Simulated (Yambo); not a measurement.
CdCl2 (space group R-3m, No. 166), G0W0@PBEsol (Yambo, plasmon pole, terminator in G, 4×4×4 mesh): gap F → Γ in eV by bands and screening block.

```csv
bands (W and G),2 Ry,3 Ry,5 Ry,6 Ry,8 Ry
35,___,5.94,5.98,___,6.02
56,5.71,5.71,5.81,5.82,5.86
81,5.61,5.60,5.71,5.73,5.78
113,5.56,5.55,5.66,5.68,5.73
147,5.53,5.52,___,5.65,5.72
```

Estimate the withheld gaps from their neighbours; the computed values follow.


- 35, 2 Ry: 5.95
- 35, 6 Ry: 5.99
- 147, 5 Ry: 5.63

The largest settings aren't shown to be the converged limit.

Spin-orbit coupling is not included.

Geometry of the Materials Project entry, not relaxed at this level; primitive cell a = 6.499 Å, b = 6.499 Å, c = 6.499 Å, α = 34.52°, β = 34.52°, γ = 34.52°.

The distance between layers or molecules is the database entry's, not relaxed here. Functionals without dispersion can leave it too large, which widens gaps and weakens the response across layers: the numbers belong to this cell.
